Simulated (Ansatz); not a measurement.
Here is the system:

Y$_{3}$SiS$_{2}$:
```
Y3SiS2
1.0
   -2.00334     2.81929     6.00423
    2.00334    -2.81929     6.00423
    2.00334     2.81929    -6.00423
Y Si S
3 1 2
Direct
  0.83574   0.33574   0.50000
  0.16426   0.66426   0.50000
  0.50000   0.00000   0.50000
  0.00000   0.00000   0.00000
  0.66734   0.66734   0.00000
  0.33266   0.33266   0.00000
```

This is the r²SCAN-relaxed structure.

Q: All from the program Ansatz at the r²SCAN level (PAW), unless another level is named. Predict the electronic character.

A: metallic (no gap).

Q: Give the density of states at the Fermi level.

A: 0.25 states/eV per atom (mean over ±0.08 eV).

Q: And the formation energy from the elements (no fitted shifts)?

A: -1902 meV/atom.

Space group Immm. The first step of the workflow began from a Materials Project structure, measured or hypothetical; the Crystallography Open Database copy checked does not list it. Its standing as an ambient phase is unchecked. The r²SCAN relaxation kept the symmetry of its start; its stability against distortions is not shown here. No spin polarisation was allowed. With an odd number of electrons in the cell and no spin polarisation, the count alone makes it a metal. The references are the lowest solids computed at this level, not always the standard phases. Spin–orbit coupling is left out wherever it is not named.

Potentials: the later of the program's two PAW sets.
